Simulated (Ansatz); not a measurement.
# SnO2: frozen-core PAW against all-electron methods

```
Sn O
1.0
     4.72151    0.00000    0.00000
     0.00000    4.72151    0.00000
     0.00000    0.00000    3.17574
Sn O
2 4
Cartesian
  0.0000 0.0000 0.0000
  2.3608 2.3608 1.5879
  1.4430 1.4430 0.0000
  0.9178 3.8037 1.5879
  3.2785 3.2785 0.0000
  3.8037 0.9178 1.5879
```

Atoms are numbered in the order listed.

The structure is an experimental refinement, used without relaxation. The listed cell was then made from it by scaling, straining or moving an atom.

No spin–orbit coupling, which matters for the heavy atoms here.

Methods: DFT, LDA, PAW with Ansatz's default frozen-core files, scalar-relativistic (Ansatz 0.2.0); DFT, LDA, all-electron PAW with datasets made for the crystal, scalar-relativistic (Ansatz 0.2.0); DFT, LDA, all-electron LAPW, scalar-relativistic (Ansatz 0.2.0).

For PAW: a Γ-centred 4×4×6 k mesh, Fermi–Dirac smearing of 0.03 eV, cutoff 420 eV, no spin polarisation; the PAW files were made with PBE, and the program remakes their frozen cores for this functional. The crystal-made all-electron datasets (AE datasets) take a cutoff of 460 eV at this cell. LAPW targets a basis error of 1 meV/atom. The Ansatz runs share mesh, smearing and spin set-up. Plane-wave (PAW) pressures include the program's estimate of the Pulay term.

Stress and pressure are positive in compression.

The change that made this cell: volume scaled by 0.99.

Spin–orbit coupling is left out, which moves gradients at and beside heavy atoms by some per cent and at worst by a factor of two.

```csv
quantity,PAW,AE datasets,LAPW
pressure (GPa),?,1.27,1.27
stress xx (GPa),0.77,0.87,0.87
stress zz (GPa),1.95,2.07,2.07
"force on O3, y (eV/Å)",0.025,0.026,0.026
band gap (eV),1.224,1.228,1.228
field gradient Vzz at Sn1 (10²¹ V/m²),?,5.79,–
field gradient Vzz at O3 (10²¹ V/m²),?,-10.25,–
```

**Question.** Give the missing entry: row "field gradient Vzz at O3 (10²¹ V/m²)", column "PAW".

**Answer.** -10.42.

**Question.** What belongs in the row "field gradient Vzz at Sn1 (10²¹ V/m²)", column "PAW"?

**Answer.** 5.67.

**Question.** What belongs in the row "pressure (GPa)", column "PAW"?

**Answer.** 1.16.
